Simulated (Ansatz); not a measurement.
## Sn$_{2}$GeSe$_{3}$ (P-3m1) at 4 levels of theory

One geometry, relaxed with PBE; plane waves with PAW potentials in Ansatz, scalar-relativistic. No spin polarisation. Gaps are the least over mesh and band path; pressure is positive in compression, and isn't given for hybrids.

```
CELL_PARAMETERS angstrom
4.18803 0.00000 0.00000
-2.09402 3.62694 0.00000
0.00000 0.00000 10.29903
ATOMIC_POSITIONS crystal
Sn 0.66667 0.33333 0.82540
Sn 0.33333 0.66667 0.17460
Ge 0.00000 0.00000 0.50000
Se 0.33333 0.66667 0.65156
Se 0.66667 0.33333 0.34844
Se 0.00000 0.00000 0.00000
```

| level | cutoff (eV) | k mesh | gap (eV) | pressure (GPa) |
| --- | --- | --- | --- | --- |
| PBE | 420 | 12×12×4 | 0.03 | 0.0 |

Question: What comes out on the same cell with r2SCAN, HSE06, LDA?

Answer:
```tsv
level	cutoff (eV)	k mesh	gap (eV)	pressure (GPa)
r2SCAN	500	12×12×4	0.09	-1.2
HSE06	420	6×6×2	0.14	-
LDA	420	12×12×4	0.01	-4.3
```

The structure comes from a generated guess; another structure or a mixture of phases may lie lower.
